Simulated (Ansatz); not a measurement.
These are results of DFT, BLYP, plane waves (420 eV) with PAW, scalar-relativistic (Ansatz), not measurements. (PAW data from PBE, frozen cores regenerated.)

An element in the omega (AlB2-type) structure gives this curve. The cell is scaled uniformly from the relaxed one, with fractional coordinates and shape fixed. Energies are extrapolated to zero smearing, pressures are those at the given smearing. Magnetic state: spin not included.

```
V (Å³/atom)  E − E₀ (meV/atom)  P (GPa)
     50.091               28.3     1.58
     52.368               11.4     0.95
     54.644                2.5     0.43
     56.921                0.0     0.00
     59.198                2.9    -0.36
     61.475               10.3    -0.66
     63.752               21.4    -0.91
```

Which element is it?
A. barium
B. potassium
C. sodium
D. strontium

D. Its fit is V₀ = 56.76 Å³/atom, B₀ = 9.5 GPa, B₀′ = 3.7.
